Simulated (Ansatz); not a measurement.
CdSe: what the electron mass says about interband coupling

All numbers below come from DFT r2SCAN, scalar-relativistic, plane waves, PAW (Ansatz 0.2.0).

Cutoff 500 eV; k points 6×6×4 on the computed 4-atom cell (Γ-centred); Gaussian smearing, width 0.02 eV; no spin polarisation.

Relaxed cell: P6_3mc, a = 4.341 Å, b = 4.341 Å, c = 7.076 Å, α = 90.00°, β = 90.00°, γ = 120.00°, 4 atoms in the primitive cell.

The direct gap at Γ is 1.105 eV, and at Γ the conduction band has a mass of 0.1010 mₑ and the lightest hole 0.1041 mₑ, both along x.

Question: Use two-band k·p theory to get the Kane energy. As an exercise, what mass follows if the true gap is 1.5 times the computed one (semilocal functionals can miss by more, threefold or worse in zinc and cadmium oxides)?

Answer: Coupling to the valence top alone gives mₑ/m* = 1 + E_P/E_g, so E_P = E_g (mₑ/m* − 1) = 1.105 × (9.90 − 1) = 9.8 eV. The light hole is the mirror band, mₑ/mₗₕ = E_P/E_g − 1, and gives 11.7 eV; the spread shows what other bands add. Fits to experiment give about 15 to 31 eV for common tetrahedral semiconductors; the figure from the electron is a net one, lowered by higher conduction bands, and semilocal functionals tend to give less. With E_P fixed and E_g = 1.66 eV the mass becomes 0.144 mₑ: in this model the mass grows with the gap, in proportion where E_P ≫ E_g, which is why functionals that close gaps give light electrons. A correction that opens the gap also strengthens the coupling, so the true mass usually rises less. Remote bands and spin-orbit splitting are left out of the model.

Cost: 3 runs of about 5.4 core-minutes in all, on Intel Xeon Processor @ 2.50GHz (Skylake/Cascade Lake) (shared hosts).